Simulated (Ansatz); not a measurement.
The relaxed structure here is a generated cell of SnSe2: the first start was made by placing the elements on the sites of a structure type, and the end was not matched to a known phase here, so it may be hypothetical. Known forms of SnSe2 include space group No. 164.

A relaxed structure of SnSe₂. Space group P1 (No. 1). The numbers are results of r2SCAN (plane waves to 500 eV, PAW, scalar-relativistic; Ansatz, a quantum-chemistry and plane-wave program), not measurements.

```cif
data_Se2Sn
_chemical_formula_sum 'Sn1 Se2'
_space_group_name_H-M_alt 'P1'
_space_group_IT_number 1
_space_group_name_Hall 'P 1'
_cell_length_a 4.20211
_cell_length_b 4.42852
_cell_length_c 5.19587
_cell_angle_alpha 94.254
_cell_angle_beta 90.439
_cell_angle_gamma 94.723
loop_
_atom_site_label
_atom_site_type_symbol
_atom_site_symmetry_multiplicity
_atom_site_Wyckoff_symbol
_atom_site_fract_x
_atom_site_fract_y
_atom_site_fract_z
_atom_site_occupancy
Sn1 Sn 1 a 0.17526 0.90894 0.15511 1
Se1 Se 1 a 0.73045 0.31720 0.06803 1
Se2 Se 1 a 0.46135 0.01201 0.70712 1
```

| Item | Value |
|---|---|
| Volume per atom | 32.03 Å³ |
| Band gap | 0.72 eV, indirect (valence top at k = (0.375, -0.125, -0.4286), conduction bottom at T2) (no spin-orbit coupling) |
| Smallest direct gap | 0.80 eV at T2 |
| Shortest distances | Se–Se 2.44 Å; Se–Sn 2.68 Å |
| k-mesh | 8×8×7 |

Band energies at high-symmetry points (eV from the VBM; labels of this space group; no spin-orbit coupling), from −5 eV up to 5.2 eV:

```
point                                           energies
-----  -------------------------------------------------
Γ      -4.54 -2.98 -2.74 -1.45 -1.14 1.65 3.94 4.29 4.74
X      -4.37 -2.89 -2.56 -1.43 -1.16 1.41 1.93 2.48 4.86
Y      -4.34 -2.75 -2.62 -1.20 -0.90 1.63 3.28 4.14 4.79
Z           -4.60 -2.66 -2.61 -1.70 -0.69 1.80 2.52 2.78
R2                -4.33 -3.77 -1.95 -0.31 1.87 4.24 4.86
T2     -4.29 -2.75 -1.73 -0.74 -0.08 0.72 2.11 3.53 3.90
U2                -4.25 -3.16 -2.15 -0.86 0.76 2.92 4.53
V2     -4.42 -3.10 -1.90 -0.71 -0.42 1.09 1.97 3.23 4.55
```

The relaxed cell holds bonded Se–Se pairs (2.44 Å). No spin polarisation in the result.

It was reached from a disturbed copy of a P-3m1 (No. 164) cell (CdI2 type), against which it lies +325 meV/atom.
